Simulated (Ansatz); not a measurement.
# Property card for ScB$_{12}$

ScB₁₂:
```cif
data_B48Sc4
_chemical_formula_sum 'Sc4 B48'
_space_group_name_H-M_alt 'Fm-3m'
_space_group_IT_number 225
_space_group_name_Hall '-F 4 2 3'
_cell_length_a 7.37416
_cell_length_b 7.37416
_cell_length_c 7.37416
_cell_angle_alpha 90.000
_cell_angle_beta 90.000
_cell_angle_gamma 90.000
loop_
_atom_site_label
_atom_site_type_symbol
_atom_site_symmetry_multiplicity
_atom_site_Wyckoff_symbol
_atom_site_fract_x
_atom_site_fract_y
_atom_site_fract_z
_atom_site_occupancy
Sc1 Sc 4 a 0.00000 0.00000 0.00000 1
B1 B 48 i 0.16923 0.16923 0.50000 1
```
(The calculation used a cell of 13 atoms; values per cell refer to that cell.)

Space group Fm-3m (No. 225); conventional cell a = b = c = 7.3742 Å, α = β = γ = 90.00°.

Method: the program Ansatz at the PBEsol level (PAW). The cell and atoms are relaxed at this level. Other levels are named where they apply.

Cell and energy:

* **Volume per atom**: 7.71 Å³
* **Density**: 2.89 g/cm³
* **Formation energy from the elements (no fitted shifts)**: -0.22 eV/atom

Electronic structure:

Electronic character: metallic (no gap)
Density of states at the Fermi level: 0.08 states/eV per atom (mean over ±0.08 eV)

Mechanics:

Bulk modulus (Birch–Murnaghan fit): 224 GPa
Pressure derivative B′: 3.5
Elastic constants (relaxed ions, GPa): C11 = 403, C12 = 134, C44 = 243
Mechanical stability: stable (all eigenvalues of C positive)
Hill bulk and shear moduli: 224 and 191 GPa
Young's modulus: 447 GPa
Poisson's ratio: 0.17
Debye temperature from the elastic constants: 1350 K

Phonons:

Highest zone-centre frequency: 1109 cm^-1
Zone-centre stability: unstable, softest mode 68i cm⁻¹

The first step of the workflow began from a Materials Project structure, measured or hypothetical; the Crystallography Open Database files this formula in space group No. 225, but the cells were not matched. Whether it is the stable phase at ambient conditions was not checked. Symmetry was held in the PBEsol relaxation. No spin polarisation was allowed. As this level gives no gap, shear constants depend on the k-mesh and smearing (Fermi–Dirac, 0.1 eV here). As this level gives no gap, phonon frequencies hold no LO–TO term and depend on the k-mesh and smearing (Fermi–Dirac, 0.1 eV here). The references are the lowest solids computed at this level, not always the standard phases.

Potentials: the later of the program's two PAW sets.
